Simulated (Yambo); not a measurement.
A G0W0@LDA run in Yambo for Na2CO3 (space group P6_3/mmc, No. 194) (3×3×2 Γ-centred k mesh, bands 5 to 220 and a 7 Ry block in the screening, 220 bands in G with the Bruneval-Gonze terminator, plasmon pole fitted at 27.2 eV) gives these matrix elements, in eV, at the band edges (Γ → Γ):

```
state               E0    <Vxc>     <Σx>  <Σc(E0)>      Z
---------------  -----  -------  -------  --------  -----
valence edge     0.000  -20.355  -26.513     4.073  0.813
conduction edge  3.143   -9.391   -4.811    -2.945  0.883
```

Task: Solve the linearised quasiparticle equation for both states, give the gap, and say how exchange and correlation each act on it.

Result: E = E0 + Z(Σx + Σc − Vxc). Valence: 0.000 + 0.813 × (-26.513 + (4.073) − (-20.355)) = -1.70 eV. Conduction: 3.143 + 0.883 × (-4.811 + (-2.945) − (-9.391)) = 4.59 eV. The gap is 6.28 eV, against 3.14 eV in LDA. Replacing Vxc by bare exchange alone would open it by 10.74 eV; correlation takes back 7.02 eV of that, and Z scales what is left. Nearest settings tried, and what they do to the gap: 148 bands in W, 148 bands in G: +40 meV; 6 Ry block (237 vectors against 315): -51 meV. Not varied: mesh. So the settings aren't converged at that level. 

Geometry of the Materials Project entry, not relaxed at this level; primitive cell a = b = 5.211 Å, c = 6.073 Å, α = β = 90.00°, γ = 120.00°.

The structure is a Materials Project entry; no match was found in the copy of COD used, and its stability was not checked.
